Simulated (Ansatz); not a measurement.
AlIr (rock salt, Fm-3m) at seven volumes, r²SCAN (plane waves, PAW; program Ansatz), scaled uniformly. One row is withheld.

| V (Å³/atom) | P (GPa) |
|---|---|
| 14.276 | 19.44 |
| 14.747 | 11.89 |
| 15.218 | 5.47 |
| 15.688 | 0.01 |
| 16.159 | ? |
| 16.630 | -8.57 |
| 17.100 | -11.92 |

Question: Fit the shown pressures and predict the withheld one.

Answer: P = (3/2)B₀(x^(7/2) − x^(5/2))[1 + (3/4)(B′ − 4)(x − 1)] with x = (V₀/V)^(2/3). Least squares on the six rows gives V₀ = 15.690 Å³/atom, B₀ = 167 GPa, B′ = 4.39. At V = 16.159, x = 0.9806 and P = -4.61 GPa. The run itself gave -4.63 GPa.

The start of the workflow was typed in or built on a structure type; neither database checked (COD, Materials Project) lists it. Whether it is the stable phase at ambient conditions was not checked. The r²SCAN relaxation kept the symmetry of its start. At this level the phase is mechanically unstable. No spin polarisation was allowed. Scalar-relativistic: spin–orbit coupling is off unless named, which matters more the heavier the elements.

Potentials: the earlier of the program's two PAW sets.
